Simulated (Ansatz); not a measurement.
# Relaxing a structure of ScSi

The relaxed structure here is a generated cell of ScSi: the first start was made by placing the elements on the sites of a structure type, and the end was not matched to a known phase here, so it may be hypothetical.

The start is a generated trial cell of ScSi in the AFLOW prototype AB_hP12_186_a2b_a2b (B6, as in SiC). The structure is fully relaxed (lattice and positions, P = 0) with PBE (plane waves to 420 eV, PAW, scalar-relativistic; Ansatz, a first-principles code). First-step values are on the input's coarse k-mesh.

Ansatz input (later rounds restart from its end on a renewed k-mesh):
Ansatz 0.2 input:
```yaml
crystal:
  lattice:
    - [3.6904995, 0, 0]
    - [-1.8452497, 3.1960663, 0]
    - [0, 0, 18.1091251]
  atoms:
    - { symbol: Si, position: [0, 0, 0] }
    - { symbol: Si, position: [0, 0, 0.5] }
    - { symbol: Si, position: [0.66666667, 0.33333333, 0.83325] }
    - { symbol: Si, position: [0.33333333, 0.66666667, 0.33325] }
    - { symbol: Si, position: [0.66666667, 0.33333333, 0.1665] }
    - { symbol: Si, position: [0.33333333, 0.66666667, 0.6665] }
    - { symbol: Sc, position: [0, 0, 0.8746] }
    - { symbol: Sc, position: [0, 0, 0.3746] }
    - { symbol: Sc, position: [0.66666667, 0.33333333, 0.70785] }
    - { symbol: Sc, position: [0.33333333, 0.66666667, 0.20785] }
    - { symbol: Sc, position: [0.66666667, 0.33333333, 0.0415] }
    - { symbol: Sc, position: [0.33333333, 0.66666667, 0.5415] }
basis: { ecutwfc: 420, ecutrho_ratio: 4, xc_grid: 2, fft_grid_basis: typed }
kpoints: { mp_grid: { grid: [6, 6, 1] } }
hamiltonian:
  xc: pbe
  dispersion: none
  pseudopotentials: { kind: paw }
scf: { occupations: { method: fermi_dirac, width: 0.05 } }
relax: { f_tol: 0.01, max_steps: 100, cell: { stress_tol: 0.02 } }
output: { forces: true, stress: true }
```

**Question.** How large is the pressure on the unrelaxed cell, and of which sign?

**Answer.** +47 GPa (positive: the cell is compressed).

**Question.** Which atoms feel the largest initial force, and how large is it?

**Answer.** About 0.3 eV/Å, on Si3, Si4 (atoms numbered as listed).

**Question.** By how much does the energy per atom fall from start to end?

**Answer.** 1.98 eV/atom.

**Question.** How does the volume change?

**Answer.** +15.5 %, from 17.80 to 20.55 Å³/atom.

**Question.** Is the relaxed structure metallic? Give its gap.

**Answer.** No gap (metallic).

**Question.** Write out the relaxed structure.

**Answer.** 
```cif
data_Sc6Si6
_chemical_formula_sum 'Si6 Sc6'
_space_group_name_H-M_alt 'P63mc'
_space_group_IT_number 186
_space_group_name_Hall 'P 6c -2c'
_cell_length_a 4.27925
_cell_length_b 4.27925
_cell_length_c 15.55122
_cell_angle_alpha 90.000
_cell_angle_beta 90.000
_cell_angle_gamma 120.000
loop_
_atom_site_label
_atom_site_type_symbol
_atom_site_symmetry_multiplicity
_atom_site_Wyckoff_symbol
_atom_site_fract_x
_atom_site_fract_y
_atom_site_fract_z
_atom_site_occupancy
Si1 Si 2 a 0.00000 0.00000 0.44476 1
Si2 Si 2 b 0.33333 0.66667 0.18984 1
Si3 Si 2 b 0.66667 0.33333 0.24570 1
Sc1 Sc 2 a 0.00000 0.00000 0.13722 1
Sc2 Sc 2 b 0.33333 0.66667 0.35561 1
Sc3 Sc 2 b 0.33333 0.66667 0.00317 1
```

The space group stays P6₃mc (No. 186) (the run could not lower it), with 12 atoms in the primitive cell. Final values are on a 10×10×3 k-mesh of the relaxed cell. No spin polarisation in the result.

The run could not lose the symmetry of its start, so the end can be a saddle point.
